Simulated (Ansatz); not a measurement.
## Response of HfB to small distortions

```xyz
2
Lattice="0.0000 2.3100 2.3100 2.3100 0.0000 2.3100 2.3100 2.3100 0.0000" Properties=species:S:1:pos:R:3 pbc="T T T"
Hf    2.3100    2.3100    2.3100
B     0.0000    0.0000    0.0000
```

Atoms are numbered in the order listed.

The conventional cell has a = 4.620 Å, b = 4.620 Å, c = 4.620 Å, α = 90.00°, β = 90.00°, γ = 90.00°. Hf (atom 1) is surrounded by 6 B at 2.31 Å. Around B (atom 2) lie 6 Hf at 2.31 Å.

The cell comes from COD entry 1511179, which wasn't checked; take it as a given geometry.

Spin polarisation is left out, and whether a magnetic state lies lower isn't shown here.

No spin–orbit coupling, which matters for the heavy atoms here.

Theory: DFT, LDA, all-electron LAPW, scalar-relativistic in Ansatz 0.2.0.

The runs use a Γ-centred 15×15×15 k mesh, Fermi–Dirac smearing of 0.05 eV, basis error target 0.25 meV/atom, no spin polarisation.

The unchanged cell is at 18.26 GPa.

In a metal, stresses and small energies carry noise from the k mesh.

x, y and z are the Cartesian axes of the cell as listed; fractional coordinates follow a strain, and an engineering shear is twice the off-diagonal strain component.

Task: One change gave: energy change +4 meV/atom; stress change (xx, yy, zz, yz, xz, xy) 0.04, 0.04, 0.04, -1.37, -1.37, -1.37 GPa, compression positive. Which change was it?
A. equal xy, yz and zx engineering shear strains of +2 %
B. equal xy, yz and zx engineering shear strains of -2 %
C. equal xy, yz and zx engineering shear strains of +1 %
D. equal xy, yz and zx engineering shear strains of -1 %

Result: A. For equal xy, yz and zx engineering shear strains of -2 %: energy change +3 meV/atom; stress change (xx, yy, zz, yz, xz, xy) 0.05, 0.05, 0.05, 1.26, 1.26, 1.26 GPa, compression positive. For equal xy, yz and zx engineering shear strains of -1 %: energy change under 1 meV/atom; stress change (xx, yy, zz, yz, xz, xy) 0.01, 0.01, 0.01, 0.65, 0.65, 0.65 GPa, compression positive. For equal xy, yz and zx engineering shear strains of +1 %: energy change under 1 meV/atom; stress change (xx, yy, zz, yz, xz, xy) 0.01, 0.01, 0.01, -0.67, -0.67, -0.67 GPa, compression positive.
